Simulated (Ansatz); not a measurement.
This run works on a generated trial structure, not on a known crystal.

Input and command of a plane-wave DFT calculation in Ansatz:

```yaml
crystal:
  lattice:
    - [3.84200398, 0.0, 0.0]
    - [0.0, 3.84200398, 0.0]
    - [0.0, 0.0, 6.54619973]
  atoms:
    - { symbol: La, position: [0.0, 0.5, 0.82878041] }
    - { symbol: La, position: [0.5, 0.0, 0.17121959] }
    - { symbol: Hf, position: [0.5, 0.0, 0.62873018] }
    - { symbol: Hf, position: [0.0, 0.5, 0.37126982] }
    - { symbol: O, position: [0.0, 0.0, 0.0] }
    - { symbol: O, position: [0.5, 0.5, 0.0] }
basis:
  ecutwfc: 420
kpoints:
  mp_grid: { grid: [4, 4, 4] }
hamiltonian:
  xc: pbe
scf:
  occupations: { method: gaussian, width: 0.1 }
  lower_state_search: "off"
output:
  forces: true
  stress: true
  eigenvalues: true
relax:
  adjacent_minimum: "off"
  f_tol: 0.04
  max_steps: 70
  cell: { stress_tol: 0.4 }
```

```bash
ansatz run input.yaml --threads 1 --pin off --max-ram 2560MiB --backend cpu --events-out ev --progress --plain --runs-dir out
```

Processor: Arm Neoverse V2, 1 thread, on a host shared with other jobs.

Question: Estimate time, memory and problem size.

Answer: About 2.1 min, peak memory 0.47 GiB. It solves 52 bands at 18 k points (after reduction by symmetry) with about 2805 plane waves (on the last cell), in 97 SCF iterations over 12 ionic steps.
